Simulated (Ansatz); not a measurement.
Pb:
Space group Fm-3m (No. 225); a = b = c = 5.041 Å, α = β = γ = 90.00°

```tsv
atom	site	symmetry	x	y	z
Pb	4a	m-3m	0.0000	0.0000	0.0000
```
(The calculation used a cell of 1 atom; values per cell refer to that cell.)

Relaxed with PBE.

Q: Which orbitals make up the states near the Fermi level in DFT-PBE in the program Ansatz with PAW potentials?

A: Within 0.5 eV of the Fermi level: Pb 6p 87 %, Pb 6s 10 %. Projections are on Löwdin-orthogonalised atomic valence shells; empty p or d shells of many metals are not among them.

Q: Tabulate the density of states.

A: States/eV per cell of 1 atom, in 0.25 eV bins, energy from the Fermi level.

```csv
E (eV),total,Pb 6p,Pb 6s
-7.85,0.74,0.10,0.63
-7.60,0.71,0.09,0.62
-7.35,0.70,0.07,0.63
-7.10,0.71,0.05,0.66
-6.85,0.77,0.02,0.74
-6.60,0.01,0.00,0.01
-6.35,0.00,0.00,0.00
-6.10,0.00,0.00,0.00
-5.85,0.00,0.00,0.00
-5.60,0.00,0.00,0.00
-5.35,0.00,0.00,0.00
-5.10,0.00,0.00,0.00
-4.85,0.00,0.00,0.00
-4.60,0.00,0.00,0.00
-4.35,0.00,0.00,0.00
-4.10,0.00,0.00,0.00
-3.85,0.06,0.06,0.00
-3.60,0.16,0.16,0.00
-3.35,0.23,0.22,0.01
-3.10,0.30,0.28,0.01
-2.85,0.45,0.42,0.02
-2.60,0.60,0.55,0.04
-2.35,0.86,0.79,0.06
-2.10,0.95,0.85,0.08
-1.85,0.88,0.77,0.10
-1.60,0.53,0.43,0.08
-1.35,0.38,0.30,0.07
-1.10,0.48,0.40,0.07
-0.85,0.51,0.43,0.07
-0.60,0.53,0.45,0.06
-0.35,0.53,0.46,0.06
-0.10,0.54,0.46,0.06
0.15,0.53,0.46,0.05
0.40,0.54,0.48,0.05
0.65,0.58,0.51,0.05
0.90,0.61,0.54,0.05
1.15,0.64,0.57,0.04
1.40,0.68,0.60,0.04
1.65,0.71,0.64,0.04
1.90,0.81,0.74,0.03
2.15,0.84,0.77,0.03
2.40,0.82,0.74,0.03
2.65,0.79,0.72,0.02
2.90,0.76,0.69,0.02
3.15,0.74,0.67,0.02
3.40,0.71,0.64,0.02
3.65,0.69,0.62,0.02
3.90,0.67,0.60,0.01
4.15,0.65,0.58,0.01
4.40,0.62,0.56,0.01
4.65,0.60,0.55,0.01
```

Symmetry was held in the PBE relaxation. Scalar-relativistic: spin–orbit coupling is off unless named, which matters more the heavier the elements.

Potentials: the later of the program's two PAW sets.
